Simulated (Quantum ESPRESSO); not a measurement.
# Where does O sit best among Se sites?

The results below are calculated, not measured. They come from pw.x of Quantum ESPRESSO 7.5, a plane-wave density functional program, with PseudoDojo standard norm-conserving files (v0.5 for PBE, v0.4.1 for LDA and PBEsol). The cells are made up: elements, strain and atom displacements were drawn at random, and nothing was relaxed. There is no spin polarisation, spin-orbit coupling or dispersion term.

The cell has 8 sites of a zincblende or diamond lattice. Sites 1 to 4 hold Mg Mg Mg Mg; sites 5 to 8 hold X X X X. Cell vectors in Å: (5.866, 0.009, -0.079); (0.009, 5.704, -0.050); (-0.079, -0.050, 5.831). Settings: PBE, cutoff 1170 eV, 4 x 4 x 4 k mesh shifted by half a step, Fermi-Dirac smearing of 0.025 eV.

In each run one of the sites marked X holds O and the others hold Se; cell and positions stay the same. E is the free energy of the cell.

```
site of the guest,first shell,mean distance (Å),E above the lowest (eV),P (GPa),force on the guest (eV/Å)
5,Mg4,2.533,0.345,-0.46,0.176
6,Mg4,2.538,0.417,-0.35,0.345
7,Mg4,2.491,0.056,-0.97,0.207
8,Mg4,2.489,0.000,-1.05,0.245
```

A rerun of one of these cells at 1467 eV and k mesh 6 x 6 x 6 moved values by no more than 0.004 eV in the cell's energy, 0.02 GPa in stress and 0.009 eV/Å in force.

## Reading the table

Site 8 is lowest, by 0.056 eV, over three times the rerun's bound. A straight line of energy against the mean distance has a slope of 7.8 ± 0.6 eV/Å, so the guest costs less on the tighter sites. The positions are random and not relaxed, so the differences hold for this frozen cell and are not site preferences of a real crystal.